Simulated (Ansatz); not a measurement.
The cell below belongs to a search over invented structures; it isn't taken from experiment.

Input and command of a plane-wave DFT calculation in Ansatz:

```yaml
crystal:
  lattice:
    - [3.32880141, 0.0, 0.0]
    - [-1.6644007, 2.88282658, 0.0]
    - [0.0, 0.0, 25.89091192]
  atoms:
    - { symbol: V, position: [0.33333333, 0.66666667, 0.75], spin: 2.0 }
    - { symbol: V, position: [0.33333333, 0.66666667, 0.25], spin: 2.0 }
    - { symbol: V, position: [0.66666667, 0.33333333, 0.0], spin: 2.0 }
    - { symbol: Mo, position: [0.66666667, 0.33333333, 0.5], spin: 1.0 }
    - { symbol: S, position: [0.33333333, 0.66666667, 0.93650001] }
    - { symbol: S, position: [0.33333333, 0.66666667, 0.43650001] }
    - { symbol: S, position: [0.66666667, 0.33333333, 0.68650001] }
    - { symbol: S, position: [0.66666667, 0.33333333, 0.18650001] }
    - { symbol: S, position: [0.33333333, 0.66666667, 0.06349999] }
    - { symbol: S, position: [0.33333333, 0.66666667, 0.56349999] }
    - { symbol: S, position: [0.66666667, 0.33333333, 0.81349999] }
    - { symbol: S, position: [0.66666667, 0.33333333, 0.31349999] }
basis:
  ecutwfc: 420
kpoints:
  mp_grid: { grid: [6, 6, 1] }
hamiltonian:
  xc: pbe
scf:
  occupations: { method: gaussian, width: 0.1 }
  lower_state_search: "off"
output:
  forces: true
  stress: true
  eigenvalues: true
  populations: true
magnetization:
  spin_polarized: true
relax:
  adjacent_minimum: "off"
  f_tol: 0.04
  max_steps: 70
  cell: { stress_tol: 0.4 }
```

```bash
ansatz run input.yaml --threads 4 --pin off --max-ram 8192MiB --backend cpu --events-out ev --progress --plain --runs-dir out
```

Processor: Intel(R) Xeon(R) Processor @ 2.70GHz, 4 threads, on a host shared with other jobs.

Problem. How long does it run, and how much memory does it take?

Solution. About 2 min, peak memory 0.83 GiB. It solves 66 bands at 7 k points (after reduction by symmetry) with about 4723 plane waves (on the last cell), in 158 SCF iterations over 8 ionic steps.
